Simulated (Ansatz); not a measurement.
## TiO2 with yttrium replacing Ti: gradients before and after relaxing the atoms

Start: a supercell of TiO2 (anatase type, I4_1/amd) built from a structure deposited in the COD, with all atoms left at the host's positions.

```cif
data_YTi15O32
_symmetry_space_group_name_H-M 'I-4m2'
_symmetry_Int_Tables_number 119
_cell_length_a 7.5684
_cell_length_b 7.5684
_cell_length_c 19.0292
_cell_angle_alpha 90.000
_cell_angle_beta 90.000
_cell_angle_gamma 90.000
loop_
_atom_site_label
_atom_site_type_symbol
_atom_site_symmetry_multiplicity
_atom_site_Wyckoff_symbol
_atom_site_fract_x
_atom_site_fract_y
_atom_site_fract_z
Y Y 2 a 0.0000 0.0000 0.0000
Ti2 Ti 8 h 0.2500 0.2500 0.7500
Ti4 Ti 4 f 0.5000 0.0000 0.0000
Ti7 Ti 2 b 0.0000 0.0000 0.5000
Ti9 Ti 8 i 0.0000 0.2500 0.1250
Ti10 Ti 8 i 0.2500 0.5000 0.8750
O17 O 4 e 0.0000 0.0000 0.1041
O18 O 16 j 0.2500 0.2500 0.8541
O20 O 4 f 0.5000 0.0000 0.1040
O22 O 4 f 0.0000 0.5000 0.1040
O23 O 4 e 0.0000 0.0000 0.6040
O25 O 8 i 0.0000 0.2500 0.2290
O26 O 8 i 0.2500 0.5000 0.9790
O28 O 8 i 0.5000 0.2500 0.2290
O29 O 8 i 0.7500 0.5000 0.4790
```

One atom of each set is listed; the run and its k-mesh use a cell of 48 atoms with edges of 10.92, 10.92, 10.92 Å.

Method: Kohn–Sham DFT in Ansatz, PBE, plane waves and PAW, scalar-relativistic, 420 eV cutoff, Γ-centred 4×4×4 k-points, Fermi–Dirac smearing 0.01 eV, cell charge -1.

The largest force at the start is 6.5 eV/Å. Relaxing the ions at fixed cell moves them by 0.254 Å at most (atom 17, O) and 0.101 Å rms.

```tsv
site	moved (Å)	first shell before	first shell after	V_zz before (10²¹ V/m²)	η before
Y	0.000	6 O at 1.93–1.98 Å	6 O at 2.10–2.23 Å	0.27	0.00
Ti4	0.059	6 O at 1.93–1.98 Å	6 O at 1.83–2.13 Å	-2.36	0.09
Ti7	0.000	6 O at 1.93–1.98 Å	6 O at 1.93–1.99 Å	1.13	0.00
Ti9	0.105	6 O at 1.93–1.98 Å	6 O at 1.91–1.97 Å	-0.86	0.09
O17	0.254	2 Ti at 1.93 Å, 1 Y at 1.98 Å	2 Ti at 1.92 Å, 1 Y at 2.23 Å	4.02	0.84
O20	0.033	3 Ti at 1.93–1.98 Å	3 Ti at 1.93–2.01 Å	2.26	0.42
O22	0.209	3 Ti at 1.93–1.98 Å	3 Ti at 1.91–2.13 Å	1.19	0.23
O26	0.010	3 Ti at 1.93–1.98 Å	3 Ti at 1.93–1.98 Å	1.73	0.61
O28	0.024	3 Ti at 1.93–1.98 Å	3 Ti at 1.92–2.00 Å	1.87	0.37
O29	0.207	2 Ti at 1.93–1.98 Å, 1 Y at 1.93 Å	2 Ti at 1.83–1.93 Å, 1 Y at 2.10 Å	-1.14	0.60
```

Problem. How do the gradients change?

Solution. 

```csv
site,V_zz after,η after,change of V_zz
Y,3.50,0.00,+3.23
Ti4,-7.60,0.45,-5.24
Ti7,1.67,0.00,+0.54
Ti9,-2.58,0.35,-1.72
O17,2.23,0.03,-1.79
O20,-1.99,0.90,–
O22,-0.74,0.24,–
O26,1.98,0.71,+0.25
O28,1.44,0.86,-0.43
O29,-1.04,0.14,+0.10
```

The largest change of V_zz along a kept axis is on Ti4, from -2.36 to -7.60. Small gradients that grow severalfold: Y (0.27 to 3.50). Where |V_zz| stays above 0.1 and the axes keep their order, η moves most on O17, from 0.84 to 0.03. On O20, O22 the largest principal value lies along another axis in the second run, so the two V_zz can't be compared directly. The table leaves out 5 of the 15 sites, with |V_zz| up to 2.49; their tensors move by 1.02 at most along any direction. The statements above cover all sites. The host's own positions weren't relaxed first, so part of the change far from the defect can be the host's relaxation.

The defect repeats with the cell of 48 atoms, so it feels its images: sites between two images don't show the values beside a lone defect, and zeros or small values of η there can come from the images' arrangement. O and Ti carry a gradient in the pure host already, so the values there aren't the defect's effect alone. A uniform background compensates the cell's charge. Without spin–orbit coupling (the program notes it for Y) the gradients are little affected as a rule: paired runs on crystals with a gap mostly move them by under 2 % at such atoms.
Before: The cell keeps the host's lattice, where the PBE pressure is 11 GPa (in a charged cell this depends on the convention for the mean potential). The neighbours have not yet relaxed around the defect (largest force 6.5 eV/Å), so the values at and beside it are those of a strained start, not of the defect in a real crystal.
After: The relaxation keeps the site symmetry -4m2 of the start, so the impurity can't leave its site; a start off the site could end lower. The cell keeps the host's lattice, where the PBE pressure is 9 GPa (in a charged cell this depends on the convention for the mean potential).
